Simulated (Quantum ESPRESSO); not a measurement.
## NMR parameters of BaSrYSbO6

```xyz
10
Lattice="0.0000 4.2326 4.2326 4.2326 0.0000 4.2326 4.2326 4.2326 0.0000" Properties=species:S:1:pos:R:3 pbc="T T T"
Ba     2.1163     2.1163     2.1163
Sr     6.3489     6.3489     6.3489
Y      4.2326     4.2326     4.2326
Sb     0.0000     0.0000     0.0000
O      2.0056     4.2326     4.2326
O      4.2326     6.4596     4.2326
O      6.4596     4.2326     4.2326
O      4.2326     2.0056     4.2326
O      4.2326     4.2326     6.4596
O      4.2326     4.2326     2.0056
```
The cell comes from the Materials Project (a computed structure). It is BaSrYSbO6 in F-43m; whether this form has been observed was not checked. Stability against distortions was not tested. The run has no spin polarisation.

Shieldings are absolute and leave out the bulk-susceptibility term; a larger σ means a smaller chemical shift. By our sweeps, such settings leave a few ppm in absolute σ on light atoms and up to some 20 ppm from Zn on. No spin–orbit coupling; Ba is the heaviest element present.

Ω = σ33 − σ11 of the symmetric part; where symmetry doesn't make it nil, it is less certain than σ_iso.

### Question
What do the calculations give at each independent site (shieldings by PBE GIPAW on JTH datasets (Quantum ESPRESSO, modified build), 22.5 Ha, k-mesh 4×4×4 shifted, f-sum rule met within 0.002 %)?

### Answer
| site | site symmetry | σ_iso (ppm) | span Ω (ppm) |
|---|---|---|---|
| Ba (atom 1) | -43m | 4935 | 0 |
| Sr (atom 2) | -43m | 3021 | 0 |
| Y (atom 3) | -43m | 2395 | 0 |
| Sb (atom 4) | -43m | 2545 | 0 |
| O (atoms 5, 6, 7, 8, 9, 10) | 2mm | -33 | 194 |
